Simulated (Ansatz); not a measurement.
## Si2Mo: pressure against volume

Reference cell: a COD entry, ions relaxed with PBE at fixed cell.

```
Si Mo
1.0
    -1.60000    1.60000    3.93050
     1.60000   -1.60000    3.93050
     1.60000    1.60000   -3.93050
Si Mo
2 1
Direct
  0.33493 0.33493 0.00000
  0.66507 0.66507 0.00000
  0.00000 0.00000 0.00000
```

Atom numbers follow the list; atoms alike are taken as one site, whose name carries the number of the first.

Computed with Ansatz: DFT, PBE, plane waves and PAW, scalar-relativistic, 420 eV cutoff, Γ-centred 20×20×20 k-points, Fermi–Dirac smearing 0.05 eV.

The cell is scaled uniformly, and the ions relax again at each size.

| V/V₀ | pressure (GPa) |
| --- | --- |
| 0.94 | ? |
| 0.96 | 12.1 |
| 0.98 | 7.1 |
| 1.00 | 2.5 |
| 1.02 | -1.6 |
| 1.04 | -5.3 |
| 1.06 | -8.6 |

**Question.** Estimate the row at V/V₀ = 0.94, the equilibrium volume and the bulk modulus.

**Answer.** pressure (GPa): 17.8. Worked: a parabola in ln(V/V₀) through the other 6 rows gives 17.7 GPa there. It crosses zero pressure at V/V₀ = 1.012, the equilibrium volume of this functional, where the bulk modulus is B = −dP/d ln V = 206 GPa. The shape of the cell is held, so in this non-cubic crystal both values are those of uniform scaling, and B is an upper bound to the hydrostatic one.
